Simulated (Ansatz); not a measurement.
# Al₄Si₂HO₉F₃ — ²⁷Al nuclear quadrupole resonance

Cell: a computed structure from the Materials Project (it need not be an observed phase), taken as it stands.

Space group P2_1 (No. 4); a = 8.4910, b = 4.7216, c = 8.9286 Å, β = 90.02°.

```
site  Wyckoff  site symmetry       x       y       z
 Al1       2a              1  0.5830  0.0976  0.8816
 Al2       2a              1  0.9178  0.0963  0.8809
 Al3       2a              1  0.9206  0.4025  0.3827
 Al4       2a              1  0.5830  0.4053  0.3792
 Si9       2a              1  0.2508  0.1005  0.3068
Si10       2a              1  0.2506  0.3973  0.8107
   H       2a              1  0.1670  0.4918  0.4970
 O15       2a              1  0.2521  0.0520  0.4925
 O16       2a              1  0.9334  0.0898  0.5029
 O17       2a              1  0.7475  0.2019  0.2822
 O18       2a              1  0.0949  0.2054  0.7629
 O19       2a              1  0.4081  0.2093  0.7616
 O20       2a              1  0.0944  0.2872  0.2562
 O21       2a              1  0.4080  0.2909  0.2601
 O22       2a              1  0.7490  0.2946  0.7825
 O23       2a              1  0.2506  0.4633  0.9933
 F33       2a              1  0.5583  0.0990  0.5026
 F34       2a              1  0.5558  0.4062  0.0004
 F35       2a              1  0.9445  0.4041  0.9997
```

One atom of each set is listed.

Level of theory: DFT, PBE, plane waves and PAW, scalar-relativistic, 420 eV cutoff, Γ-centred 3×5×3 k-points, Fermi–Dirac smearing 0.02 eV (Ansatz 0.2.0).

²⁷Al: I = 5/2, Q = 146.6 mb (year-2017 value). Static lattice, zero field.

Task: Predict the zero-field ²⁷Al lines of each site.

Result: For I = 5/2 and η = 0 the lines are 3|C_Q|/20 and twice that; η pulls their ratio below 2. At large η the states mix, and weaker lines appear at sums of the main ones; lines under 5 % of the strongest are left out.

```csv
site,atoms,V_zz (10²¹ V/m²),C_Q (MHz),η,line frequencies (MHz)
Al1,2,-0.58,-2.04,0.24,"0.325, 0.606"
Al2,2,0.47,1.66,0.85,"0.395, 0.449, 0.845"
Al3,2,1.65,5.84,0.38,"1.00, 1.71"
Al4,2,-0.40,-1.42,0.05,"0.213, 0.424"
```
